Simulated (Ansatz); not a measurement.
An Ansatz (an electronic-structure program) input:

Ansatz 0.2 input:
```yaml
crystal:
  lattice:
    - [4.6700150526, 0.0, 0.0]
    - [0.0, 4.6700150526, 0.0]
    - [0.0, 0.0, 4.6700150526]
  atoms:
    - { symbol: Ca, position: [0.5, 0.5, 0.0] }
    - { symbol: Ca, position: [0.0, 0.5, 0.5] }
    - { symbol: Ca, position: [0.5, 0.0, 0.5] }
    - { symbol: O, position: [0.5, 0.5, 0.5] }
    - { symbol: Ge, position: [0.0, 0.0, 0.0] }
kpoints:
  mp_grid: { grid: [4, 4, 4] }
hamiltonian:
  xc: hse06
  pseudopotentials: { kind: paw }
scf:
  n_extra_bands: 6
  occupations: { method: gaussian, width: 0.02 }
output:
  eigenvalues: true
  eigenstates:
    e_range: [-9.0, 8.0]
    kpoints:
      - [0.0, 0.0, 0.0]  # GAMMA
      - [0.5, 0.5, 0.5]  # R
      - [0.5, 0.5, 0.0]  # M
      - [0.0, 0.5, 0.0]  # X
```

Q: How many symmetry operations and irreducible k-points will the run report?

A: 48 operations, 10 of 64 k-points.

Q: With a cutoff of 420 eV, how many plane waves at Γ?

A: 1935.

It took very roughly 90 core-seconds on shared server cores.

Space group Pm-3m (anti-perovskite). The workflow started from an entry of the Crystallography Open Database (COD), which files this formula under 2 space groups. Its standing as an ambient phase is unchecked. The cell was relaxed with PBEsol under the symmetry of its start; its stability against distortions is not shown here.

Potentials: the later of the program's two PAW sets.

Ansatz is a plane-wave DFT program.
